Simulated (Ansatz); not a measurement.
LiBr (rock salt)

```
LiBr
1.0
    0.00000     2.75554     2.75554
    2.75554     0.00000     2.75554
    2.75554     2.75554     0.00000
Br Li
1 1
Direct
  0.00000   0.00000   0.00000
  0.50000   0.50000   0.50000
```

Equation-of-state scan: isotropic scaling of the cell above, V₀ being its volume. Symmetry pins the atoms to their sites.

Method: PBE (plane waves to 420 eV, PAW, scalar-relativistic; Ansatz, an electronic-structure program). k mesh 10×10×10 (Γ-centred), Fermi-Dirac smearing 0.05 eV. E stands for the smeared free energy. Stress and pressure are positive under compression. LiBr was relaxed with its symmetry unable to fall. The zero of ΔE is the relaxed starting cell.

| V (Å³/atom) | ΔE (meV/atom) |
|---|---|
| 19.667 | 6.7 |
| 19.877 | 4.6 |
| 20.086 | 2.9 |
| 20.295 | 1.6 |
| 20.504 | 0.7 |
| 20.714 | 0.2 |
| 20.923 | 0.0 |
| 21.132 | 0.2 |
| 21.341 | 0.7 |
| 21.551 | 1.4 |
| 21.760 | 2.5 |
| 21.969 | withheld |
| 22.178 | 5.5 |

**Question.** Fit a third-order Birch-Murnaghan form (E₀, V₀, B₀, B₀′ free) to the given rows and predict ΔE at V = 21.969.

**Answer.** Least squares on the 12 given rows: ΔE = E₀ + (9V₀B₀/16)·y²·[2 + (B₀′ − 4)y], y = (V₀/V)^(2/3) − 1, with V₀ = 20.926 Å³/atom, B₀ = 25.67 GPa (160.2 GPa = 1 eV/Å³; the term in eV is multiplied by 1000), B₀′ = 3.74, E₀ = 0.01 meV/atom; root-mean-square residual 0.02 meV/atom. At 21.969 the fit gives 3.9 meV/atom; the calculation gives 3.9 meV/atom, the same to the digits shown. For the pressure the fit gives -1.14 GPa against the computed -1.13 GPa.

(Under strain, the slope of the energy per volume gives the stress and its curvature an elastic modulus.)
